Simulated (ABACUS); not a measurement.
Set-up for a self-consistent single point of SiC (F-43m, 8 atoms in the cell; from Materials Project mp-8062, changed as shown).

```
SiC
1.0
    4.26691     0.00000     0.00000
    0.00000     4.26691     0.00000
    0.00000     0.00000     4.26691
Si C
4 4
Direct
  0.25000   0.25000   0.75000
  0.25000   0.75000   0.25000
  0.75000   0.25000   0.25000
  0.75000   0.75000   0.75000
  0.00000   0.00000   0.00000
  0.00000   0.50000   0.50000
  0.50000   0.00000   0.50000
  0.50000   0.50000   0.00000
```

Method: PBE, numerical atomic orbitals DZP (confined pseudo-atomic orbitals with Gaussian additions; energy shift 0.003 Ry), PseudoDojo 0.5 standard norm-conserving PBE (tails mended) pseudopotentials (ABACUS).

ABACUS settings:

* **basis**: DZP numerical atomic orbitals, energy shift 0.003 Ry
* **KPT**: Gamma 6 6 6 0 0 0
* **basis_type**: lcao
* **dft_functional**: PBE
* **ecutwfc**: 100 Ry
* **smearing_method**: fixed
* **potentials**: PseudoDojo 0.5 standard norm-conserving PBE (tails mended)
* **symmetry**: 1
* **symmetry_prec**: 1e-05
* **ks_solver**: genelpa
* **scf_nmax**: 100
* **scf_thr**: 1.0e-07
* **mixing_type**: pulay
* **mixing_beta**: 0.7

Results:

Number of valence electrons: 32
Number of bands: 26
Number of k-points after the program's reduction: 20
Size of the basis: 104
Number of SCF iterations: 9
Free energy E − TS: -1116.0853 eV
Top of the valence band (on the code's own zero): 10.35 eV
Gap on the k-point mesh: 1.29 eV
Pressure: 23.02 GPa

Stress (GPa, positive for compression):
```
23.02   0.00   0.00
 0.00  23.02   0.00
 0.00   0.00  23.02
```

Gaps are taken between levels on the mesh.

For comparison: a first run was changed to give this one (lattice scaled by 0.98), and from it to this one the free energy rises by 54.9 meV/atom, the pressure goes from 6.75 to 23.02 GPa and the gap on the mesh goes from 1.347 to 1.291 eV.

The atom-centred basis is finite, which shifts total energies, pressures and gaps against plane waves. The structure comes from a collection of computed structures, made at another level of theory; the collection holds predicted forms beside known ones. At this pressure the cell is far from its equilibrium volume at this level.

Cost on one core: about 23 core-seconds (a rough figure).

The atomic orbitals were generated for these runs; they are not ABACUS's published sets and were checked against plane waves on a few crystals only.

“Tails mended”: in these copies of the files the far tail of each local potential was reset to the Coulomb form.
